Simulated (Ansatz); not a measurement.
Cu Kα1 powder pattern (kinematic, no thermal factors).
```json
{"2θ (°)": "21.02", "relative intensity": "2"}
{"2θ (°)": "25.56", "relative intensity": "100"}
{"2θ (°)": "29.60", "relative intensity": "1"}
{"2θ (°)": "29.60", "relative intensity": "2"}
{"2θ (°)": "34.66", "relative intensity": "2"}
{"2θ (°)": "39.02", "relative intensity": "1"}
{"2θ (°)": "42.35", "relative intensity": "49"}
{"2θ (°)": "42.36", "relative intensity": "25"}
{"2θ (°)": "50.12", "relative intensity": "15"}
{"2θ (°)": "50.13", "relative intensity": "31"}
{"2θ (°)": "61.44", "relative intensity": "4"}
{"2θ (°)": "61.45", "relative intensity": "8"}
{"2θ (°)": "67.66", "relative intensity": "12"}
{"2θ (°)": "67.66", "relative intensity": "6"}
{"2θ (°)": "77.46", "relative intensity": "7"}
{"2θ (°)": "77.47", "relative intensity": "16"}
{"2θ (°)": "83.15", "relative intensity": "3"}
{"2θ (°)": "83.16", "relative intensity": "3"}
{"2θ (°)": "83.17", "relative intensity": "7"}
```

The pattern is computed from a structure relaxed with Ansatz 0.2.0, DFT PBE, scalar-relativistic, plane waves, PAW. No spin polarisation. Its elements are As, Ga, Sb.

Give the structure.

Ga5Sb3As2.
Space group I-4m2 (No. 119). a = 4.264 Å, b = 4.264 Å, c = 30.159 Å, α = 90.00°, β = 90.00°, γ = 90.00°
```tsv
atom	site	symmetry	x	y	z
Ga	4e	2mm.	0.5000	0.5000	0.1054
Ga	4e	2mm.	0.0000	0.0000	0.1974
Ga	2a	-4m2	0.0000	0.0000	0.0000
Sb	2d	-4m2	0.5000	0.0000	0.2500
Sb	4f	2mm.	0.5000	0.0000	0.4474
As	4f	2mm.	0.0000	0.5000	0.3487
```

A pattern alone doesn't exclude other cells with like lines; this is the one computed.

It was reached by relaxing an invented guess, and it needn't be the stable form of this composition.
